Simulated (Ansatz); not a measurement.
**Sc (simple cubic): energy against volume**

Theory: DFT, r2SCAN, plane waves (500 eV) with PAW, scalar-relativistic (Ansatz). The PAW files were generated under PBE, with cores re-solved for the functional.

The cell is scaled uniformly from the relaxed one, with fractional coordinates and shape fixed. Energies are extrapolated to zero smearing, pressures are those at the given smearing. Magnetic state: spin not included. It is not the lowest magnetic state of this structure.

A Birch-Murnaghan fit gives V₀ = 25.76 Å³/atom, B₀ = 35 GPa, B₀′ = 3.0.

(1) What are the energy above the minimum and the pressure at 22.867 Å³/atom?

(2) What are the energy above the minimum and the pressure at 24.945 Å³/atom?

(3) What are the energy above the minimum and the pressure at 27.024 Å³/atom?

## Answers

(1) 41.4 meV/atom and 5.29 GPa as computed.

(2) 2.9 meV/atom and 1.39 GPa as computed.

(3) 6.3 meV/atom and -1.41 GPa as computed.
